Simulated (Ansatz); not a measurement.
**Ba₄Ge₃S₉Cl₂: do the settings matter for the field gradients?**

Cell: a measured structure from the Crystallography Open Database (COD), its atoms then relaxed with PBE in this cell.

Space group P6_3 (No. 173); a = 9.8200, c = 12.0544 Å, γ = 120.00°.

| site | Wyckoff | site symmetry | x | y | z |
| --- | --- | --- | --- | --- | --- |
| Ba1 | 6c | 1 | 0.6709 | 0.9238 | 0.0250 |
| Ba7 | 2b | 3.. | 0.6667 | 0.3333 | 0.2079 |
| Ge | 6c | 1 | 0.8864 | 0.3323 | 0.8574 |
| S15 | 6c | 1 | 0.9173 | 0.3400 | 0.0375 |
| S21 | 6c | 1 | 0.7534 | 0.0722 | 0.2682 |
| S27 | 6c | 1 | 0.6654 | 0.1139 | 0.7938 |
| Cl33 | 2b | 3.. | 0.3333 | 0.6667 | 0.9678 |
| Cl35 | 2a | 3.. | 0.0000 | 0.0000 | 0.9919 |

One atom of each set is listed.

Reference run. Method: Kohn–Sham DFT in Ansatz, PBE, plane waves and PAW, scalar-relativistic, 420 eV cutoff, Γ-centred 4×4×3 k-points, Fermi–Dirac smearing 0.02 eV.

Question: The input is changed as follows: `scf.mixing.algorithm`: not typed → broyden; `scf.mixing.beta`: not typed → 0.2; `scf.mixing.ndim`: not typed → 4; `scf.convergence.dr2_threshold`: not typed → 1e-06. What happens to V_zz (10²¹ V/m²) and η?

Answer: 

```tsv
site	V_zz reference	η reference	V_zz changed	η changed
Ba1	6.81	0.64	6.81	0.64
Ba7	-1.13	0.00	-1.13	0.00
Ge	-7.27	0.71	-7.27	0.71
S15	15.75	0.11	15.75	0.11
S21	16.28	0.08	16.28	0.08
S27	-13.94	0.63	-13.94	0.63
Cl33	0.20	0.00	0.20	0.00
Cl35	-2.70	0.00	-2.70	0.00
```

All printed values agree. New warnings: force scf threshold loose.

On the reference run: Without spin–orbit coupling (the program notes it for Ba) the gradients are little affected as a rule: paired runs on crystals with a gap mostly move them by under 2 % at such atoms.
